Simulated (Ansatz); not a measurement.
C:
```
CELL_PARAMETERS angstrom
      2.46485     0.00000     0.00000
     -1.23243     2.13462     0.00000
      0.00000     0.00000     6.75569
ATOMIC_POSITIONS crystal
  C  0.00000 0.00000 0.25000
  C  0.00000 0.00000 0.75000
  C  0.33333 0.66667 0.25000
  C  0.66667 0.33333 0.75000
```

Relaxed with PBE+D3(BJ). Special points in fractions of this cell's reciprocal vectors: Γ (0.000, 0.000, 0.000); M (0.500, 0.000, 0.000); K (0.333, 0.333, 0.000); A (0.000, 0.000, 0.500); L (0.500, 0.000, 0.500); H (0.333, 0.333, 0.500).

Problem. List the band energies nearest the Fermi level at these points for the program Ansatz at the PBE+D3(BJ) level (PAW).

Solution. In eV from the Fermi level; about four levels below and three above (degenerate sets whole), none deeper than 8.9 eV; … stands for higher levels left out; points with the same levels are listed once.

| k | below | above |
|---|---|---|
| Γ | -3.06 -3.06 -3.04 -3.04 | 4.19 8.31 8.31 |
| M | -6.47 -6.42 -2.79 -2.13 | 1.47 2.13 7.18 |
| K | -0.65 -0.06 -0.06 | 0.64 11.07 11.07 |
| A | -3.05 -3.05 -3.05 -3.05 | 6.77 6.77 … |
| L | -6.44 -6.44 -2.40 -2.40 | 1.62 1.62 7.37 7.37 |
| H | -0.05 -0.05 -0.03 -0.03 | 10.14 10.14 … |

Space group P6_3/mmc (graphite). The cell was relaxed with PBE+D3(BJ) under the symmetry of its start. The Fermi level of a semimetal is unsure by some 0.05 eV on such meshes.

Potentials: the earlier of the program's two PAW sets.
